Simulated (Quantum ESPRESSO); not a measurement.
pw.x input (Quantum ESPRESSO 7.5; PBEsol, PseudoDojo standard norm-conserving files, scalar-relativistic):

```
&CONTROL
  calculation = 'scf'
  pseudo_dir = './pseudo'
  outdir = './out'
  tprnfor = .true.
  tstress = .true.
/
&SYSTEM
  ibrav = 0
  nat = 1
  ntyp = 1
  ecutwfc = 62.5
  ecutrho = 250.0
  occupations = 'smearing'
  smearing = 'fd'
  degauss = 0.005
  nbnd = 11
/
&ELECTRONS
  conv_thr = 1e-10
/
ATOMIC_SPECIES
Pb 207.2000 Pb.upf
CELL_PARAMETERS angstrom
  0.000000000000   2.494755000000   2.494755000000
  2.494755000000   0.000000000000   2.494755000000
  2.494755000000   2.494755000000   0.000000000000
ATOMIC_POSITIONS crystal
Pb   0.000000000000   0.000000000000   0.000000000000
K_POINTS automatic
16 16 16 0 0 0
```

End of the output:

```
     total energy              =    -139.55280972 Ry
     estimated scf accuracy    <       0.00000007 Ry
     total energy              =    -139.55280976 Ry
     estimated scf accuracy    <          1.8E-09 Ry
     total energy              =    -139.55280976 Ry
     estimated scf accuracy    <          1.2E-10 Ry
[...]
     the Fermi energy is    10.9324 ev
!    total energy              =    -139.55280976 Ry
     estimated scf accuracy    <          5.3E-12 Ry
     smearing contrib. (-TS)   =      -0.00053196 Ry
     internal energy E=F+TS    =    -139.55227780 Ry
     The total energy is F=E-TS. E is the sum of the following terms:
     one-electron contribution =     -31.02865247 Ry
     hartree contribution      =      25.45054684 Ry
     xc contribution           =     -38.66700034 Ry
     ewald contribution        =     -95.30717183 Ry
     convergence has been achieved in   7 iterations
     Forces acting on atoms (cartesian axes, Ry/au):
     atom    1 type  1   force =     0.00000000    0.00000000    0.00000000
     Total force =     0.000000     Total SCF correction =     0.000000
     Computing stress (Cartesian axis) and pressure
          total   stress  (Ry/bohr**3)                   (kbar)     P=      -16.67
  -0.00011331  -0.00000000  -0.00000000          -16.67       -0.00       -0.00
  -0.00000000  -0.00011331  -0.00000000           -0.00      -16.67       -0.00
  -0.00000000  -0.00000000  -0.00011331           -0.00       -0.00      -16.67
```

Spin-orbit coupling is not included.

Geometry of the Materials Project entry, not relaxed at this level.
